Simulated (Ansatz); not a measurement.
YN in space group P4_2/mmc (No. 131; Y on 2c, N on 2e), r²SCAN in the plane-wave PAW code Ansatz, all energies at zero smearing, with the estimated change up to a 700 eV cutoff added, with one set of potentials and settings (totals compare only within such a set). Cell of 4 atoms (2 Y, 2 N): -8493.147 eV.

```
element                reference phase  E (eV/atom)
-------  -----------------------------  -----------
Y        P6_3/mmc, 2 atoms in the cell   -3859.7073
N            Pa-3, 8 atoms in the cell    -384.8315
```

Formation energy per atom, worked out: (-8493.147 − 2×(-3859.7073) − 2×(-384.8315))/4 = -1.017 eV/atom (-98 kJ per mol of atoms), at 0 K, without zero-point energy or fitted corrections.

The cell is a constructed one: a structure type filled with these elements; neither database checked (COD, Materials Project) lists it. COD files the formula under space group No. 225, so this cell is another polymorph or a model. Its standing as an ambient phase is unchecked. The cell was relaxed with r²SCAN under the symmetry of its start; its stability against distortions is not shown here. The run is not spin-polarised. The references are the lowest solids computed at this level, not always the standard phases (solids in place of the gases).

Potentials: the later of the program's two PAW sets.
